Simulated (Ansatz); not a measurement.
**Relaxation path: zincblende CdTe (110), 4 layers**

DFT, PBE, PAW with Ansatz's default frozen-core files, scalar-relativistic (Ansatz 0.2.0); a Γ-centred 6×4×1 k mesh, Fermi–Dirac smearing of 0.02 eV, no spin polarisation. The run relaxes the atoms in the fixed cell.

Command: `ansatz run input.yaml --threads 3 --pin off --max-ram 8192MiB --backend cpu --events-out ev --progress --plain --runs-dir out` It took 3.4 min on 3 threads of Arm Neoverse V1, with other jobs on the host, peak memory 1.5 GiB.

```yaml
crystal:
  lattice:
    - [4.678052936, 0.0, 0.0]
    - [0.0, 6.6157659075, 0.0]
    - [0.0, 0.0, 23.0171]
  atoms:
    - { symbol: Cd, position: [0.0, 0.875, 0.3475681254] }
    - { symbol: Te, position: [0.5, 0.625, 0.3475681254] }
    - { symbol: Cd, position: [0.5, 0.375, 0.4491893747] }
    - { symbol: Te, position: [0.0, 0.125, 0.4491893747] }
    - { symbol: Cd, position: [0.0, 0.875, 0.5508106247] }
    - { symbol: Te, position: [0.5, 0.625, 0.5508106247] }
    - { symbol: Cd, position: [0.5, 0.375, 0.6524318746] }
    - { symbol: Te, position: [0.0, 0.125, 0.6524318746] }
kpoints:
  mp_grid: { grid: [6, 4, 1] }
scf:
  occupations: { method: fermi_dirac, width: 0.02 }
hamiltonian:
  xc: pbe
  pseudopotentials: { kind: paw }
output:
  forces: true
  stress: true
  eigenvalues: true
relax:
  f_tol: 0.01
  max_steps: 40
efield:
  axis: 3
  amplitude: 0
  dipole_correction: true
```

Each step lists its free energy a cell above the last geometry, and Cartesian positions (Å) with forces (eV/Å).

The first step:

```
step 1  dF = 844.13 meV
  Cd 0.0000 5.7888 8.0000   0.0000 -0.6650 0.7282
  Te 2.3390 4.1349 8.0000   0.0000 0.3079 -0.5824
  Cd 2.3390 2.4809 10.3390   0.0000 0.0677 -0.0596
  Te 0.0000 0.8270 10.3390   0.0000 0.2894 -0.2919
  Cd 0.0000 5.7888 12.6781   0.0000 0.0677 0.0596
  Te 2.3390 4.1349 12.6781   0.0000 0.2894 0.2920
  Cd 2.3390 2.4809 15.0171   0.0000 -0.6649 -0.7282
  Te 0.0000 0.8270 15.0171   0.0000 0.3079 0.5824
```

Spin–orbit coupling is left out, which matters for the heavy atoms.

Q: Where does the relaxation end, and by which steps?

A: After 7 geometries, with a shortest distance of 2.806 Å. The further steps:
```
step 2  dF = 391.99 meV
  Cd 0.0000 5.6638 8.1495   0.0000 -0.3265 0.4857
  Te 2.3390 4.1397 7.8905   0.0000 -0.0008 -0.2628
  Cd 2.3390 2.5347 10.3155   0.0000 0.2386 -0.1010
  Te 0.0000 0.8933 10.3084   0.0000 0.0888 0.0066
  Cd 0.0000 5.8426 12.7016   0.0000 0.2386 0.1007
  Te 2.3390 4.2012 12.7088   0.0000 0.0888 -0.0063
  Cd 2.3390 2.3560 14.8676   0.0000 -0.3263 -0.4859
  Te 0.0000 0.8318 15.1266   0.0000 -0.0008 0.2630
step 3  dF = 139.90 meV
  Cd 0.0000 5.5642 8.3196   0.0000 -0.1262 0.3250
  Te 2.3390 4.1211 7.8182   0.0000 -0.0372 -0.1008
  Cd 2.3390 2.6055 10.2802   0.0000 0.1577 -0.1202
  Te 0.0000 0.9408 10.3391   0.0000 0.0067 0.0064
  Cd 0.0000 5.9134 12.7369   0.0000 0.1576 0.1232
  Te 2.3390 4.2487 12.6781   0.0000 0.0068 -0.0093
  Cd 2.3390 2.2563 14.6975   0.0000 -0.1278 -0.3237
  Te 0.0000 0.8132 15.1989   0.0000 -0.0374 0.0993
step 4  dF = 21.58 meV
  Cd 0.0000 5.4871 8.4982   0.0000 -0.0565 0.1010
  Te 2.3390 4.1162 7.7750   0.0000 0.0259 -0.0027
  Cd 2.3390 2.6605 10.2264   0.0000 0.0181 -0.0695
  Te 0.0000 0.9679 10.3803   0.0000 0.0122 0.0277
  Cd 0.0000 5.9684 12.7913   0.0000 0.0180 0.0675
  Te 2.3390 4.2758 12.6363   0.0000 0.0117 -0.0254
  Cd 2.3390 2.1789 14.5191   0.0000 -0.0548 -0.1020
  Te 0.0000 0.8082 15.2419   0.0000 0.0259 0.0041
step 5  dF = 2.35 meV
  Cd 0.0000 5.4501 8.6184   0.0000 0.0025 -0.0124
  Te 2.3390 4.1453 7.7734   0.0000 0.0090 0.0044
  Cd 2.3390 2.6605 10.1819   0.0000 -0.0454 -0.0454
  Te 0.0000 0.9754 10.4342   0.0000 0.0333 -0.0256
  Cd 0.0000 5.9684 12.8356   0.0000 -0.0451 0.0429
  Te 2.3390 4.2834 12.5826   0.0000 0.0335 0.0276
  Cd 2.3390 2.1425 14.3988   0.0000 0.0029 0.0114
  Te 0.0000 0.8376 15.2435   0.0000 0.0093 -0.0030
step 6  dF = 0.75 meV
  Cd 0.0000 5.4599 8.6155   0.0000 0.0098 0.0028
  Te 2.3390 4.1637 7.7554   0.0000 0.0053 -0.0014
  Cd 2.3390 2.6333 10.1292   0.0000 0.0086 0.0373
  Te 0.0000 0.9746 10.4442   0.0000 -0.0228 0.0318
  Cd 0.0000 5.9417 12.8874   0.0000 0.0061 -0.0354
  Te 2.3390 4.2824 12.5731   0.0000 -0.0231 -0.0336
  Cd 2.3390 2.1519 14.4019   0.0000 0.0102 -0.0031
  Te 0.0000 0.8555 15.2616   0.0000 0.0057 0.0016
step 7  dF = 0.00 meV
  Cd 0.0000 5.4615 8.6177   0.0000 -0.0025 -0.0017
  Te 2.3390 4.1612 7.7633   0.0000 0.0006 0.0033
  Cd 2.3390 2.6362 10.1448   0.0000 -0.0010 -0.0024
  Te 0.0000 0.9727 10.4485   0.0000 0.0024 -0.0010
  Cd 0.0000 5.9439 12.8725   0.0000 -0.0003 0.0011
  Te 2.3390 4.2805 12.5685   0.0000 0.0026 0.0022
  Cd 2.3390 2.1537 14.3994   0.0000 -0.0026 0.0013
  Te 0.0000 0.8534 15.2537   0.0000 0.0007 -0.0028
step 8  dF = 0.00 meV  (same geometry, solved once more)
  Cd 0.0000 5.4615 8.6177   0.0000 -0.0025 -0.0016
  Te 2.3390 4.1612 7.7633   0.0000 0.0006 0.0033
  Cd 2.3390 2.6362 10.1448   0.0000 -0.0010 -0.0024
  Te 0.0000 0.9727 10.4485   0.0000 0.0024 -0.0010
  Cd 0.0000 5.9439 12.8725   0.0000 -0.0003 0.0011
  Te 2.3390 4.2805 12.5685   0.0000 0.0026 0.0021
  Cd 2.3390 2.1537 14.3994   0.0000 -0.0026 0.0013
  Te 0.0000 0.8534 15.2537   0.0000 0.0007 -0.0028
```
